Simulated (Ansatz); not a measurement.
In r²SCAN (plane waves, PAW; program Ansatz), Al2Au in the fluorite or antifluorite type structure (Fm-3m) relaxes to a = 6.010 Å. Au has 8 nearest neighbours from 2.60 Å (cubic). Its formation energy from the elements is -486 meV/atom, with no fitted shifts.

Electronic character: metallic (no gap). Gap from r²SCAN with spin–orbit coupling: none (metallic).

An equation-of-state fit gives a bulk modulus of 118 GPa. The relaxed-ion elastic constants in GPa are C11 = 160, C12 = 97.6, C44 = 56.6. The elastic constants imply a Debye temperature near 307 K. The highest mode at Γ lies at 262 cm⁻¹. Bader charges are Al +1.86, Au -3.72 e.

Symmetry was held in the r²SCAN relaxation. As this level gives no gap, shear constants depend on the k-mesh and smearing (Fermi–Dirac, 0.1 eV here). As this level gives no gap, phonon frequencies hold no LO–TO term and depend on the k-mesh and smearing (Fermi–Dirac, 0.1 eV here). The references are the lowest solids computed at this level, not always the standard phases. Scalar-relativistic: spin–orbit coupling is off unless named, which matters more the heavier the elements.

Potentials: the earlier of the program's two PAW sets.
